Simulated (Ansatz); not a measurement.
FeCo (CsCl type, space group No. 221) at seven volumes, PBEsol (plane waves, PAW; program Ansatz), scaled uniformly. One row is withheld.

```tsv
V (Å³/atom)	P (GPa)
9.991	25.55
10.320	15.34
10.650	6.95
10.979	0.00
11.308	?
11.638	-10.93
11.967	-15.27
```

Problem. Fit the shown pressures and predict the withheld one.

Solution. Third-order Birch–Murnaghan: P = (3/2)B₀(x^(7/2) − x^(5/2))[1 + (3/4)(B′ − 4)(x − 1)] with x = (V₀/V)^(2/3). Least squares on the six rows gives V₀ = 10.975 Å³/atom, B₀ = 216.2 GPa, B′ = 4.82. At V = 11.308, x = 0.9803 and P = -6.01 GPa. The run itself gave -5.83 GPa.

Space group Pm-3m (CsCl type). Symmetry was held in the PBEsol relaxation. Spin order of the final state: ferromagnetic, chosen from 5 collinear starts compared on coarse meshes (ties went to the first, and starts can fall back to one state), not a proven ground state. Textbook magnetic order: ferromagnetic.

Potentials: the earlier of the program's two PAW sets. The files were generated under PBE; for other functionals the program regenerates the frozen cores, and for LDA and PBEsol the local potential too.
